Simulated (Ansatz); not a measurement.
The start is a generated cell, Ru built in the diamond structure type. The structure is fully relaxed (lattice and positions, P = 0) with PBE (plane waves to 420 eV, PAW, scalar-relativistic; Ansatz, a first-principles code). First-step values are on the input's coarse k-mesh.

Ansatz input (later rounds restart from its end on a renewed k-mesh):
Ansatz 0.2 input:
```yaml
crystal:
  lattice:
    - [0, 2.66085, 2.66085]
    - [2.66085, 0, 2.66085]
    - [2.66085, 2.66085, 0]
  atoms:
    - { symbol: Ru, position: [0.25, 0.25, 0.25] }
    - { symbol: Ru, position: [0, 0, 0] }
basis: { ecutwfc: 420, ecutrho_ratio: 4, xc_grid: 2, fft_grid_basis: typed }
kpoints: { mp_grid: { grid: [11, 11, 11] } }
hamiltonian:
  xc: pbe
  dispersion: none
  pseudopotentials: { kind: paw }
scf: { occupations: { method: fermi_dirac, width: 0.05 } }
relax: { f_tol: 0.01, max_steps: 100, cell: { stress_tol: 0.02 } }
output: { forces: true, stress: true }
```

**Question.** What pressure does the first self-consistent step give?

**Answer.** +14.4 GPa (positive: the cell is compressed).

**Question.** How much energy is released per atom?

**Answer.** 0.06 eV/atom.

**Question.** How does the volume per atom move from start to end?

**Answer.** +7.7 %, from 18.84 to 20.29 Å³/atom.

**Question.** How do the shortest distances between atoms change?

**Answer.** The closest pairs of elements (up to four, under 3.6 Å), start → end: Ru–Ru 2.30 → 2.36 Å.

**Question.** Write out the relaxed structure.

**Answer.** 
Space group Fd-3m, origin choice 1 (No. 227); a = 5.455 Å, b = 5.455 Å, c = 5.455 Å, α = 90.00°, β = 90.00°, γ = 90.00°

```tsv
atom	site	symmetry	x	y	z
Ru	8a	-43m	0.0000	0.0000	0.0000
```
(The calculation used a cell of 2 atoms; values per cell refer to that cell.)

The space group stays Fd-3m (No. 227) (the run could not lower it); the end is diamond type, with 2 atoms in the primitive cell. Final values are on a 15×15×15 k-mesh of the relaxed cell. No spin polarisation in the result.

The run could not lose the symmetry of its start, so the end can be a saddle point.

All atoms sit on sites fixed by symmetry, so only the cell could relax.

The relaxed structure here is a generated cell of Ru: the first start was made by placing the elements on the sites of a structure type, and the end was not matched to a known phase here, so it may be hypothetical. Known forms of Ru include space group No. 194.
